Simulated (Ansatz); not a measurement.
**Two states of RbVF₃**

```
CELL_PARAMETERS angstrom
4.21757 4.21757 0.00000
4.21757 -4.21757 0.00000
0.00000 0.00000 4.21757
ATOMIC_POSITIONS crystal
Rb 0.00000 0.00000 0.00000
Rb 0.50000 0.50000 0.00000
F 0.00000 0.50000 0.00000
F 0.50000 0.00000 0.00000
F 0.25000 0.75000 0.50000
F 0.75000 0.25000 0.50000
F 0.25000 0.25000 0.50000
F 0.75000 0.75000 0.50000
V 0.00000 0.50000 0.50000
V 0.50000 0.00000 0.50000
```

Method: r2SCAN; PAW, plane waves to 500 eV, 4×4×6 Γ-centred mesh, cold occupations (width 0.0687 eV) (Ansatz 0.2.0), atoms fixed.

State A: V9 up, V10 down (collinear spin). State B: V9 up, V10 up (collinear spin).

Task: Which state is lower, and how do they differ?

Result: State A is lower by 4.9 meV an atom at zero smearing.

| state | free energy (meV/atom) | largest moment in a small sphere (μB) | net moment (μB/cell) | gap on mesh (eV) | pressure (GPa) | largest force (eV/Å) |
| --- | --- | --- | --- | --- | --- | --- |
| A | 0.0 | 2.29 | 0.00 | 2.38 | -2.3 | 0.00 |
| B | 4.9 | 2.30 | 6.00 | 2.06 | -2.1 | 0.00 |

Origin: a database entry at a rescaled volume.
